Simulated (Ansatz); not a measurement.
## MgCu2O3: relaxation (Ansatz)

Input:

```yaml
crystal:
  lattice:
    - [4.01115551, 0.0, 0.0]
    - [0.0, 9.37607602, 0.0]
    - [0.0, 0.0, 3.19889652]
  atoms:
    - { symbol: Mg, position: [0.25, 0.25, 0.369] }
    - { symbol: Mg, position: [0.75, 0.75, 0.631] }
    - { symbol: Cu, position: [0.75, 0.086, 0.82] }
    - { symbol: Cu, position: [0.75, 0.414, 0.82] }
    - { symbol: Cu, position: [0.25, 0.914, 0.18] }
    - { symbol: Cu, position: [0.25, 0.586, 0.18] }
    - { symbol: O, position: [0.75, 0.25, 0.453] }
    - { symbol: O, position: [0.25, 0.75, 0.547] }
    - { symbol: O, position: [0.25, 0.094, 0.869] }
    - { symbol: O, position: [0.25, 0.406, 0.869] }
    - { symbol: O, position: [0.75, 0.906, 0.131] }
    - { symbol: O, position: [0.75, 0.594, 0.131] }
  symmetry: { tolerance: 0.0003 }
kpoints:
  mp_grid: { grid: [5, 3, 6], shift: [0, 0, 0] }
magnetization:
  spin_polarized: false
scf:
  occupations: { method: fermi_dirac }
  lower_state_search: "off"
hamiltonian:
  pseudopotentials: { kind: paw }
  xc: r2scan
basis:
  ecutwfc: 500
  fft_grid_basis: typed
relax:
  max_steps: 40
  cell: { p_target: 5.0 }
  f_tol: 0.03
output:
  forces: true
  stress: true
  eigenvalues: true
  bader: true
  populations: true
  elf: true
  write_potential: true
  volumetric_format: npy
  dos:
    e_range: [-12, 8]
    de: 0.05
    projected: { site_lists: { Cu: [Cu], Mg: [Mg], O: [O] } }
  write_density: true
checkpoint:
  read: saved_state
```

Run with:

```bash
ansatz run input.yaml --threads 2 --pin off --max-ram 2560MiB --backend cpu --events-out ev --progress --plain --runs-dir out
```

Origin of the cell: a database entry, scaled a little.

The smearing width isn't typed, so it takes its default of 0.1 eV.

The saved state is a converged single point of the same cell.

Steps («new basis» is an SCF on plane waves selected anew at the same cell):

```tsv
step	ΔH (meV/atom)	max force component (eV/Å)	P (GPa)	volume (Å³)	SCF iterations	step was
1	0.0	0.371	-3.13	120.31	7	accepted
2	-11.6	0.222	1.27	116.60	9	accepted
3	-15.5	0.031	5.76	113.38	9	accepted
4	-15.8	0.022	5.20	113.80	6	accepted
5	-15.9	0.007	4.94	114.07	7	accepted
6	-15.9	0.008	5.00	114.13	8	accepted
7	-15.5	0.008	5.01	114.13	9	new basis
```

Step 1, with forces in eV/Å:

```xyz
12
Lattice="4.011 0.000 0.000 0.000 9.376 0.000 0.000 0.000 3.199" Properties=species:S:1:pos:R:3:forces:R:3 pbc="T T T" step=1
Mg    1.003    2.344    1.180    0.000    0.000   -0.142
Mg    3.008    7.032    2.019    0.000    0.000    0.142
Cu    3.008    0.806    2.623    0.000    0.012    0.055
Cu    3.008    3.882    2.623    0.000   -0.012    0.055
Cu    1.003    8.570    0.576    0.000   -0.012   -0.055
Cu    1.003    5.494    0.576    0.000    0.012   -0.055
O     3.008    2.344    1.449    0.000    0.000    0.371
O     1.003    7.032    1.750    0.000    0.000   -0.371
O     1.003    0.881    2.780    0.000    0.021    0.136
O     1.003    3.807    2.780    0.000   -0.021    0.136
O     3.008    8.495    0.419    0.000   -0.021   -0.136
O     3.008    5.569    0.419    0.000    0.021   -0.136
```

Step 2, with forces in eV/Å:

```xyz
12
Lattice="3.994 0.000 0.000 0.000 9.284 0.000 0.000 0.000 3.145" Properties=species:S:1:pos:R:3:forces:R:3 pbc="T T T" step=2
Mg    0.998    2.321    1.138    0.000    0.000   -0.090
Mg    2.995    6.963    2.007    0.000    0.000    0.090
Cu    2.995    0.796    2.574    0.000    0.011    0.024
Cu    2.995    3.846    2.574    0.000   -0.011    0.024
Cu    0.998    8.489    0.571    0.000   -0.011   -0.024
Cu    0.998    5.438    0.571    0.000    0.011   -0.024
O     2.995    2.321    1.409    0.000    0.000    0.222
O     0.998    6.963    1.735    0.000    0.000   -0.222
O     0.998    0.871    2.717    0.000    0.060    0.083
O     0.998    3.771    2.717    0.000   -0.060    0.083
O     2.995    8.413    0.428    0.000   -0.060   -0.083
O     2.995    5.513    0.428    0.000    0.060   -0.083
```

Step 3, with forces in eV/Å:

```xyz
12
Lattice="3.994 0.000 0.000 0.000 9.163 0.000 0.000 0.000 3.098" Properties=species:S:1:pos:R:3:forces:R:3 pbc="T T T" step=3
Mg    0.998    2.291    1.103    0.000    0.000    0.002
Mg    2.995    6.872    1.995    0.000    0.000   -0.002
Cu    2.995    0.783    2.536    0.000   -0.004    0.013
Cu    2.995    3.799    2.536    0.000    0.004    0.013
Cu    0.998    8.380    0.563    0.000    0.004   -0.013
Cu    0.998    5.365    0.563    0.000   -0.004   -0.013
O     2.995    2.291    1.381    0.000    0.000    0.031
O     0.998    6.872    1.718    0.000    0.000   -0.031
O     0.998    0.867    2.666    0.000   -0.001    0.017
O     0.998    3.715    2.666    0.000    0.001    0.017
O     2.995    8.297    0.433    0.000    0.001   -0.017
O     2.995    5.448    0.433    0.000   -0.001   -0.017
```

Step 4, with forces in eV/Å:

```xyz
12
Lattice="4.003 0.000 0.000 0.000 9.166 0.000 0.000 0.000 3.102" Properties=species:S:1:pos:R:3:forces:R:3 pbc="T T T" step=4
Mg    1.001    2.291    1.110    0.000    0.000    0.002
Mg    3.002    6.874    1.992    0.000    0.000   -0.002
Cu    3.002    0.784    2.543    0.000   -0.005    0.013
Cu    3.002    3.799    2.543    0.000    0.005    0.013
Cu    1.001    8.382    0.559    0.000    0.005   -0.013
Cu    1.001    5.367    0.559    0.000   -0.005   -0.013
O     3.002    2.291    1.390    0.000    0.000    0.022
O     1.001    6.874    1.712    0.000    0.000   -0.022
O     1.001    0.868    2.673    0.000   -0.003    0.017
O     1.001    3.715    2.673    0.000    0.003    0.017
O     3.002    8.297    0.429    0.000    0.003   -0.017
O     3.002    5.451    0.429    0.000   -0.003   -0.017
```

Step 7, with forces in eV/Å:

```xyz
12
Lattice="4.012 0.000 0.000 0.000 9.175 0.000 0.000 0.000 3.101" Properties=species:S:1:pos:R:3:forces:R:3 pbc="T T T" step=7
Mg    1.003    2.294    1.124    0.000    0.000    0.004
Mg    3.009    6.881    1.977    0.000    0.000   -0.004
Cu    3.009    0.788    2.555    0.000   -0.007   -0.002
Cu    3.009    3.800    2.555    0.000    0.007   -0.002
Cu    1.003    8.388    0.546    0.000    0.007    0.002
Cu    1.003    5.375    0.546    0.000   -0.007    0.002
O     3.009    2.294    1.404    0.000    0.000    0.008
O     1.003    6.881    1.696    0.000    0.000   -0.008
O     1.003    0.874    2.685    0.000   -0.007   -0.003
O     1.003    3.714    2.685    0.000    0.007   -0.003
O     3.009    8.302    0.416    0.000    0.007    0.003
O     3.009    5.461    0.416    0.000   -0.007    0.003
```

| Property | Result |
| --- | --- |
| Enthalpy lowered by | 15.5 meV/atom |
| Volume change | -5.13 % |
| Final pressure | 5.01 GPa |
| Relaxation steps listed | 7 |
| Gap on the mesh | none (metal) |

Caveats: no moments, though an odd count or open d shells may carry them; the k mesh is coarse if the cell is a metal; the relaxation held the start's symmetry, so the end may be a saddle point.

Time: 380 s of wall time on 2 CPU thread(s) of a shared host, from a saved density.
